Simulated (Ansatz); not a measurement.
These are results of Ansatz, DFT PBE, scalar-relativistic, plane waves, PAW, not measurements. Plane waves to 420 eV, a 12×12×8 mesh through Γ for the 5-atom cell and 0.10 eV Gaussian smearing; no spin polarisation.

Formation energies are uncorrected and refer to the elements' standard structures at the same level.

Problem. Propose a candidate for a trigonal metal made of Ge and Ti, with a formation energy near −0.36 eV/atom and a density near 5.32 g/cm³, in a cell of 5 atoms. Its symmetry should be P-3m1 (No. 164).

Solution. Ti3Ge2, space group P-3m1 (No. 164). Around Ti on a site of symmetry -3m lie 6 Ge at 2.84 Å and 6 Ti at 2.94 Å; Ti on a site of symmetry 3m is surrounded by 5 Ge at 2.58–2.67 Å and 3 Ti at 2.94 Å; Ge has 5 Ti at 2.58–2.67 Å and 3 Ti at 2.84 Å.

```xyz
5
Lattice="4.4446 0.0000 0.0000 -2.2223 3.8491 0.0000 0.0000 0.0000 5.2709" Properties=species:S:1:pos:R:3 pbc="T T T"
Ti    0.0000    0.0000    0.0000
Ti    0.0000    2.5661    1.4434
Ti    2.2223    1.2830    3.8275
Ge    0.0000    2.5661    4.0467
Ge    2.2223    1.2830    1.2242
```

| Quantity | Value |
| --- | --- |
| Volume per atom | 18.03 Å³ |
| Density | 5.32 g/cm³ |
| Formation energy | −0.36 eV/atom |
| Gap on the 12×12×8 mesh of the 5-atom cell | 0 eV (a metal) |

It was reached by relaxing an invented guess, and it needn't be the stable form of this composition. The answer needn't be unique; the calculation gave this one.

Symmetry constrained the relaxation, so the result can be a saddle point.
